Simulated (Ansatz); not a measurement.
**Slab of fcc Al (110), 5 layers**

The slab is cut from the fcc crystal, the stable phase, as relaxed on PAW files (16.18 Å³/atom), with 16 Å of vacuum and a dipole correction:

```
CELL_PARAMETERS angstrom
2.83882 0.00000 0.00000
0.00000 4.01470 0.00000
0.00000 0.00000 21.67760
ATOMIC_POSITIONS crystal
Al 0.00000 0.00000 0.36904
Al 0.50000 0.50000 0.43452
Al 0.00000 0.00000 0.50000
Al 0.50000 0.50000 0.56548
Al 0.00000 0.00000 0.63096
```

Computed with Ansatz 0.2.0; functional PBEsol, scalar-relativistic. Settings: a Γ-centred 13×9×1 k mesh, Fermi–Dirac smearing of 0.1 eV, no spin polarisation. Methods: LAPW: all electrons, basis error target 1 meV/atom; PAW: frozen-core files, cutoff 420 eV.

The bulk energy comes from a cell in the slab's orientation on a 13×9×13 mesh. The surface energy is (E(slab) − N·E(bulk))/2A at zero smearing, the mean of both faces; thin slabs carry quantum-size effects.

The PAW files were made under PBE.

Problem. As cut, the LAPW slab lies 1.638 eV above 5 atoms of bulk. What surface energy is that?

Solution. Over two faces of 11.40 Å² it is 71.9 meV/Å², and times 16.02 J/m² per eV/Å² that gives γ = 1.151 J/m².

| method | γ as cut (J/m²) | γ relaxed (J/m²) | Φ as cut (eV) | Φ relaxed (eV) |
| --- | --- | --- | --- | --- |
| LAPW | 1.151 | 1.124 | 3.98 | 4.00 |
| PAW | 1.152 | 1.125 | 3.98 | 4.00 |

Problem. How do the spacings between the planes relax?

Solution. From the bottom face up: d12 -6.8 % of 1.419 Å, d23 -0.1 % of 1.419 Å, d34 -0.1 % of 1.419 Å, d45 -6.8 % of 1.419 Å.

Problem. What changes if the images along the normal are cut off in place of the dipole correction?

Solution. LAPW then gives: no gap, work function 4.00 eV; PAW: no gap, work function 4.00 eV.

Problem. What changes if the vacuum is set to 7 Å?

Solution. LAPW then gives: no gap, work function 3.75 (top) and 3.89 (bottom) eV; PAW: no gap, work function 3.81 (top) and 3.88 (bottom) eV. The program warns that the vacuum is too thin.

Problem. A 2p core hole is made on one atom of each kind in every 1×1 cell (PAW hole dataset, neutral cell, valence without spin). What does it cost by layer?

Solution. layer 1 72.77 eV, layer 2 72.76 eV, layer 3 72.76 eV. Shifts between layers mean more than the absolute values, and a whole layer of holes screens otherwise than one hole.

Problem. In the relaxed 1×1 cell, replace the outer, then the middle Al by Si, which changes a whole layer. What shift does this Z+1 picture give?

Solution. E(outer) − E(middle) = -0.08 eV by LAPW and -0.08 eV by PAW; a positive value puts the surface line at higher binding energy.
